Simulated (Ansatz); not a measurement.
Data:

SnSb:
```xyz
2
Lattice="0.0000 3.0427 3.0427 3.0427 0.0000 3.0427 3.0427 3.0427 0.0000" Properties=species:S:1:pos:R:3 pbc="T T T"
Sn     0.0000     0.0000     0.0000
Sb     3.0427     3.0427     3.0427
```

This is the PBEsol-relaxed structure.

**Question.** All from DFT-PBEsol in the program Ansatz with PAW potentials, unless another level is named. Estimate the electronic character.

**Answer.** metallic (no gap).

**Question.** And the density of states at the Fermi level?

**Answer.** 0.42 states/eV per atom (mean over ±0.08 eV).

**Question.** Next, the formation energy from the elements (no fitted shifts)?

**Answer.** -0.020 eV/atom.

**Question.** Next, the gap with spin–orbit coupling?

**Answer.** none (metallic).

Space group Fm-3m (rock salt). The workflow started from an entry of the Crystallography Open Database (COD), which files this formula under 2 space groups. Its standing as an ambient phase is unchecked. Symmetry was held in the PBEsol relaxation; of distortions, only those at the zone centre were tested. The references are the lowest solids computed at this level, not always the standard phases. Spin–orbit coupling is left out wherever it is not named.

Potentials: the later of the program's two PAW sets.
